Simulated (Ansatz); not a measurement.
Ga2O3 in space group Cmcm (No. 63; Ga on 4c, Ga on 4a, O on 8f, O on 4c), r²SCAN (plane waves, PAW; program Ansatz). The conduction-band minimum lies at Γ, with 1 equivalent valley. Second derivatives d²E/dk² of the lowest band at one valley (eV·Å²), along Cartesian directions:

```csv
direction,d²E/dk²
[100],36.81
[010],32.78
[001],34.41
[110],34.80
[101],35.61
[011],33.60
```

Q: Find the principal effective masses, the density-of-states mass and the conductivity mass.

A: Off-diagonal terms follow from H_xy = H[110] − (H_xx + H_yy)/2, and m*/mₑ = 7.620 eV·Å² over each eigenvalue: 0.21, 0.22, 0.23. One valley's DOS mass (m₁m₂m₃)^(1/3) = 0.22, conductivity mass 3/(Σ 1/mᵢ) = 0.22 mₑ.

Q: What effective density of states Nc follows at 300 K for parabolic valleys?

A: Nc = 2.509e19 × 1 × (0.22)^(3/2) ≈ 2.6e18 cm⁻³.

The first step of the workflow began from a Materials Project structure, measured or hypothetical; the Crystallography Open Database copy checked does not list it. It is not the phase usual at ambient conditions (space group No. 12, 167). The cell was relaxed with r²SCAN under the symmetry of its start. At this level the phase is dynamically unstable (imaginary phonons). Spin–orbit coupling is left out wherever it is not named.

Potentials: the later of the program's two PAW sets.

Edges and masses are those of Kohn–Sham bands, whose gap is no quasiparticle gap.
